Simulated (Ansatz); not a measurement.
# Cs3Tl2Cl9: do the settings matter for the field gradients?

This input was run with Ansatz:

```yaml
crystal:
  lattice:
    - [6.3978358814, 3.6937922684, 6.0991798393]
    - [-6.3978358814, 3.6937922684, 6.0991798393]
    - [0.0, -7.3875845367, 6.0991798393]
  atoms:
    - { symbol: Cs, position: [0.417, 0.083, 0.75] }
    - { symbol: Cs, position: [0.75, 0.417, 0.083] }
    - { symbol: Cs, position: [0.083, 0.75, 0.417] }
    - { symbol: Cs, position: [0.583, 0.917, 0.25] }
    - { symbol: Cs, position: [0.917, 0.25, 0.583] }
    - { symbol: Cs, position: [0.25, 0.583, 0.917] }
    - { symbol: Tl, position: [0.848, 0.848, 0.848] }
    - { symbol: Tl, position: [0.652, 0.652, 0.652] }
    - { symbol: Tl, position: [0.152, 0.152, 0.152] }
    - { symbol: Tl, position: [0.348, 0.348, 0.348] }
    - { symbol: Cl, position: [0.903, 0.597, 0.75] }
    - { symbol: Cl, position: [0.75, 0.903, 0.597] }
    - { symbol: Cl, position: [0.597, 0.75, 0.903] }
    - { symbol: Cl, position: [0.097, 0.403, 0.25] }
    - { symbol: Cl, position: [0.403, 0.25, 0.097] }
    - { symbol: Cl, position: [0.25, 0.097, 0.403] }
    - { symbol: Cl, position: [0.086, 0.926, 0.745] }
    - { symbol: Cl, position: [0.745, 0.086, 0.926] }
    - { symbol: Cl, position: [0.926, 0.745, 0.086] }
    - { symbol: Cl, position: [0.574, 0.414, 0.755] }
    - { symbol: Cl, position: [0.414, 0.755, 0.574] }
    - { symbol: Cl, position: [0.755, 0.574, 0.414] }
    - { symbol: Cl, position: [0.914, 0.074, 0.255] }
    - { symbol: Cl, position: [0.074, 0.255, 0.914] }
    - { symbol: Cl, position: [0.255, 0.914, 0.074] }
    - { symbol: Cl, position: [0.426, 0.586, 0.245] }
    - { symbol: Cl, position: [0.586, 0.245, 0.426] }
    - { symbol: Cl, position: [0.245, 0.426, 0.586] }
kpoints:
  mp_grid: { grid: [3, 3, 3] }
scf:
  occupations: { method: gaussian, width: 0.01 }
hamiltonian:
  xc: pbe
  pseudopotentials: { kind: paw }
output:
  forces: true
  stress: true
  populations: true
  efg:
    quadrupole_moments_barn: { Cs: -0.00343, Cl: -0.08112 }
    contact_densities: true
accuracy: medium
```

It converged. Of its output the block on the nuclei alone is shown, without the SCF iterations, energies, forces and stress (one atom of each set):

```
--- PAW observables at the nuclei: V_zz in 10²¹ V/m², potentials from the cell's mean, atoms counted from 1 ---
  atom   1  Cs V_zz =    -2.533966   η = 0.7541   by run symmetry: allowed   C_q = +0.2102 MHz
            electrostatic potential = -9373.346298 V   contact ρ = 1900600.528251 e/Å³
  atom   7  Tl V_zz =    +3.204915   η = 0.0000   by run symmetry: allowed
            electrostatic potential = -17126.570184 V   contact ρ = 15282891.644631 e/Å³
  atom  11  Cl V_zz =   -10.439000   η = 0.2913   by run symmetry: allowed   C_q = +20.4758 MHz
            electrostatic potential = -1774.681053 V   contact ρ = 24096.909880 e/Å³
  atom  17  Cl V_zz =   +17.749982   η = 0.1223   by run symmetry: allowed   C_q = -34.8161 MHz
            electrostatic potential = -1775.404155 V   contact ρ = 24096.279703 e/Å³
```

Problem. Can these gradients be trusted, and how do they compare with a run on standard settings?

Solution. They agree with the standard run. Against the standard input the change is `scf.occupations.method`: fermi_dirac → gaussian; `scf.occupations.width`: 0.02 → 0.01; `accuracy`: not typed → medium. A site carries the number of its first atom; V_zz in 10²¹ V/m².

```
site  V_zz standard  η standard  V_zz here  η here
  Cs          -2.53        0.75      -2.53    0.75
  Tl           3.20        0.00       3.20    0.00
Cl11         -10.44        0.29     -10.44    0.29
Cl17          17.75        0.12      17.75    0.12
```

All printed values agree. The gap of 2.3 eV is far wider than the smearing, so the levels stay full or empty whatever the smearing's form; with a small gap this would fail. SCF iterations: 6 and 6.

On the reference run: The largest force is 1.1 eV/Å, so the atoms aren't at the calculated equilibrium and relaxing them would move these values. Spin–orbit coupling is left out, which shifts gradients on Tl by a few per cent, and by more where contributions nearly cancel.
